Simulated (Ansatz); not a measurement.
## A strain series on MoTe2 (2H-MoS2 type): uniaxial along z, other directions held

MoTe2 in the 2H-MoS2-type structure, relaxed with r2SCAN+rVV10 in the plane-wave code Ansatz, then strained (uniaxial along z, other directions held; changes of length per length, axes as in the cell below) with the atoms relaxed again within the symmetry that is left. Space group P6_3/mmc (No. 194), hexagonal; a = 3.542 Å, c = 14.177 Å in the conventional setting, 25.67 Å³ an atom. Mo has 6 Te at 2.72 Å; Te has 3 Mo at 2.72 Å. No magnetic order and no zero-point or thermal motion.

```
CELL_PARAMETERS angstrom
3.54213 0.00000 0.00000
-1.77107 3.06758 0.00000
0.00000 0.00000 14.17667
ATOMIC_POSITIONS crystal
Mo 0.33333 0.66667 0.25000
Mo 0.66667 0.33333 0.75000
Te 0.66667 0.33333 0.37658
Te 0.66667 0.33333 0.12342
Te 0.33333 0.66667 0.87658
Te 0.33333 0.66667 0.62342
```

Gaps are the least over each mesh (PBE 12×12×2, r2SCAN 12×12×2, r2SCAN+SOC 12×12×2, HSE06 6×6×2 when unstrained) and the special points, which keep their unstrained names.

| strain (%) | gap, PBE (eV) | gap, r2SCAN (eV) | gap, r2SCAN+SOC (eV) | gap, HSE06 (eV) | edges, HSE06 |
| --- | --- | --- | --- | --- | --- |
| -4.0 | 0.550 | 0.655 | 0.646 | 0.928 | Γ → Γ–K (0.59) |
| -3.0 | 0.609 | 0.716 | 0.706 | 0.997 | Γ → Γ–K (0.59) |
| -2.0 | 0.665 | 0.775 | 0.763 | 1.062 | Γ → Γ–K (0.59) |
| 0.0 | 0.772 | 0.884 | 0.870 | 1.186 | Γ → Γ–K (0.59) |
| +1.0 | 0.823 | 0.935 | 0.917 | 1.244 | Γ → Γ–K (0.59) |
| +2.0 | 0.871 | 0.984 | 0.930 | 1.279 | K → Γ–K (0.59) |
| +3.0 | 0.898 | 1.001 | 0.943 | 1.299 | K → Γ–K (0.59) |
| +4.0 | 0.914 | 1.016 | 0.955 | 1.317 | K → Γ–K (0.59) |

Task: Estimate the row for a strain of -1.0 %.

Result:

| strain (%) | gap, PBE (eV) | gap, r2SCAN (eV) | gap, r2SCAN+SOC (eV) | gap, HSE06 (eV) | edges, HSE06 |
| --- | --- | --- | --- | --- | --- |
| -1.0 | 0.720 | 0.831 | 0.818 | 1.126 | Γ → Γ–K (0.59) |

Between zero and the nearest strains the slope of the HSE06 gap against strain is +0.060 eV per percent for negative and +0.058 for positive strain.

Only the levels marked +SOC include spin-orbit coupling.

Where an edge lies off the special points, it is a point of the mesh or the k point where a search put PBE's edge or least direct gap, reused for the other functionals, whose own edges may lie a little apart.

The meshes of the hybrids are coarse, so their gaps aren't converged to the digits shown.
